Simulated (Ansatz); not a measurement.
# LaAs under strong compression

```
CELL_PARAMETERS angstrom
0.00000 3.07550 3.07550
3.07550 0.00000 3.07550
3.07550 3.07550 0.00000
ATOMIC_POSITIONS crystal
La 0.50000 0.50000 0.50000
As 0.00000 0.00000 0.00000
```

The base volume is that of a database entry, so it needn't be at zero pressure; the structure needn't be the stable phase, at rest or compressed.

Its volume is scaled at fixed shape and fractional positions.

Computed with Ansatz 0.2.0; functional PBEsol, scalar-relativistic. Settings: a Γ-centred 10×10×10 k mesh, Fermi–Dirac smearing of 0.05 eV, no spin polarisation. Methods: LAPW: all electrons, basis error target 1 meV/atom; PAW: frozen-core files, cutoff 420 eV; crystal datasets: all electrons, by PAW datasets that the program makes for each cell.

Energies are extrapolated to zero smearing and count from the unscaled cell; pressure is positive in compression; gaps take the mesh and a band path. No temperature or zero-point motion is included.

Spin–orbit coupling is left out, which matters for the heavy atoms. The PAW files were made under PBE.

| V/V0 | V (Å³/atom) | P LAPW (GPa) | ΔE LAPW (eV/atom) | P PAW − LAPW (GPa) | ΔE PAW − LAPW (meV/atom) |
| --- | --- | --- | --- | --- | --- |
| 1.00 | 29.09 | -1.34 | 0.000 | -0.03 | 0.0 |
| 0.85 | 24.73 | 13.50 | 0.140 | -0.04 | -0.9 |
| 0.55 | 16.00 | ? | 3.026 | -0.04 | -3.9 |
| 0.40 | 11.64 | 312.7 | 8.386 | 1.36 | 5.9 |

(1) What belongs in the row "0.55", column "P LAPW (GPa)"?

(2) From the table, what is the rise of the enthalpy H = E + pV up to the last row, and how stiff is the crystal between the last two rows?

(3) At the smallest volume, how far do crystal datasets lie from LAPW in pressure?

(4) How do the Löwdin populations by LAPW change from the unscaled cell to the last row?

Answers

(1) 118.5.

(2) ΔH = 8.386 eV + (312.7 GPa × 11.64 Å³ + 1.34 GPa × 29.09 Å³) × 0.006242 eV/(GPa·Å³) = 31.34 eV/atom, of which pV makes 73 %. The mean bulk modulus there is −ΔP/Δln V = 610 GPa.

(3) crystal datasets: -0.01 GPa, on a LAPW pressure of 312.7 GPa.

(4) La 5s 1.96 → 1.76, La 6s 0.43 → 0.40, La 5p 5.97 → 5.36, La 5d 2.03 → 3.96, La 4f 0.17 → 0.71, As 3s 1.99 → 1.94, As 4s 1.58 → 1.12, As 4p 3.86 → 2.71 electrons an atom. These are projections on the shells that the free atoms fill; 0.02 e a cell lies outside them at the start and 0.12 e at the end.
